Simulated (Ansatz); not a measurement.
Values for one crystal, relaxed and computed with PBE (plane waves, PAW; program Ansatz); other levels are named.

| Item | Result |
|---|---|
| Volume per atom | 12.33 Å³ |
| Electronic character | metallic (no gap) |
| Density of states at the Fermi level | 0.34 states/eV per atom (mean over ±0.08 eV) |
| Pressure derivative B′ | 4.5 |
| Gap with spin–orbit coupling | none (metallic) |
| Bulk modulus (Birch–Murnaghan fit) | 275 GPa |
| Formation energy from the elements (no fitted shifts) | 0.52 eV/atom |

Pick the material that matches.
A) RuC, P-6m2 (Ru on 1a, C on 1f)
B) IrC, zinc blende
C) SnC, rock salt
D) SnC, CsCl type

B, IrC, zinc blende

Space group F-43m (zinc blende). The start of the workflow was typed in or built on a structure type; neither database checked (COD, Materials Project) lists it. Its standing as an ambient phase is unchecked. Symmetry was held in the PBE relaxation; whether a distortion lowers the energy is not shown. The run is not spin-polarised. Its formation energy is positive at this level, so the cell may be metastable or incomplete. The references are the lowest solids computed at this level, not always the standard phases. Scalar-relativistic: spin–orbit coupling is off unless named, which matters more the heavier the elements.

Potentials: the earlier of the program's two PAW sets.
